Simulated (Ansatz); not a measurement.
HfSi₂ in space group Cmcm (No. 63; Si on 4c, Si on 4c, Hf on 4c) at seven volumes, DFT-PBEsol in the program Ansatz with PAW potentials, shape and atoms relaxed at each. One row is withheld.

| V (Å³/atom) | P (GPa) |
|---|---|
| 14.440 | 15.44 |
| 14.916 | 9.49 |
| 15.392 | 4.39 |
| 15.868 | 0.00 |
| 16.344 | ? |
| 16.820 | -7.12 |
| 17.296 | -9.94 |

### Question
Fit the shown pressures and predict the withheld one.

### Answer
P = (3/2)B₀(x^(7/2) − x^(5/2))[1 + (3/4)(B′ − 4)(x − 1)] with x = (V₀/V)^(2/3). Least squares on the six rows gives V₀ = 15.866 Å³/atom, B₀ = 136 GPa, B′ = 3.90. At V = 16.344, x = 0.9804 and P = -3.81 GPa. The run itself gave -3.82 GPa.

The cell was relaxed with PBEsol under the symmetry of its start. No spin polarisation was allowed. Spin–orbit coupling is left out wherever it is not named.

Potentials: the later of the program's two PAW sets.
